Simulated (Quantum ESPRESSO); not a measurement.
RuP2 is modelled in the orthorhombic space group Pnnm (No. 58), Pearson symbol oP6. Conventional cell: a = 5.1101 Å, b = 5.9002 Å, c = 2.8975 Å, α = 90.00°, β = 90.00°, γ = 90.00°. P on 4g sees 1 P at 2.229 Å and 3 Ru at 2.356–2.373 Å. Ru on 2a sees 6 P at 2.356–2.373 Å and 2 Ru at 2.898 Å. (Neighbours: up to the widest gap in distance over summed covalent radii, below 1.35, at either atom.)

The geometry is that of Materials Project entry mp-1413, symmetrised and not relaxed again.

What does PBEsol (pw.x of Quantum ESPRESSO, ONCV potentials, no spin-orbit coupling) give for the electronic structure near the Fermi level?

The PBEsol gap is indirect, 0.46 eV, from 71 % of the way from R to T to 50 % of the way from Γ to X; the smallest direct gap is 1.03 eV. Another valence extremum on the path lies within 0.02 eV, too close to call. Spin-orbit splittings are left out.

Letters of k points follow the standard setting of the lattice, whose axes may be ordered differently from the printed cell.
